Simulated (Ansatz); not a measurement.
## CsPbBr₃, one structure, two calculations

Cell: a computed structure from the Materials Project (it need not be an observed phase), taken as it stands.

Space group Pnma (No. 62); a = 8.4538, b = 11.8789, c = 8.1011 Å.

| site | Wyckoff | site symmetry | x | y | z |
| --- | --- | --- | --- | --- | --- |
| Cs | 4c | .m. | 0.4398 | 0.2500 | 0.5195 |
| Pb | 4b | -1 | 0.0000 | 0.5000 | 0.5000 |
| Br9 | 4c | .m. | 0.9937 | 0.7500 | 0.5597 |
| Br11 | 8d | 1 | 0.2010 | 0.0317 | 0.8028 |

One atom of each set is listed.

First run. The numbers come from a DFT calculation in Ansatz (PBE, plane waves and PAW, scalar-relativistic, 420 eV cutoff, Γ-centred 4×3×4 k-points, Fermi–Dirac smearing 0.02 eV).

| site | V_zz (10²¹ V/m²) | η |
| --- | --- | --- |
| Cs | 2.26 | 0.36 |
| Pb | -1.48 | 0.94 |
| Br9 | 21.3 | 0.12 |
| Br11 | 20.2 | 0.01 |

Second run. The same atoms and settings, except that the functional is r2SCAN and the cutoff is 500 eV.

Q: Given the first result, estimate the second.

A: 

```
site   V_zz     η  change of V_zz
  Cs   2.47  0.38           +0.21
  Pb  -1.41  0.94           +0.07
 Br9  19.74  0.12           -1.52
Br11  18.80  0.01           -1.44
```

The largest change of V_zz is on Br9, from 21.3 to 19.74. In per cent, |V_zz| changes by +9 on Cs, -5 on Pb, -7 on Br (all sites that start above 0.5).

Spin–orbit coupling is left out, which shifts gradients on Pb by a few per cent, and by more where contributions nearly cancel.
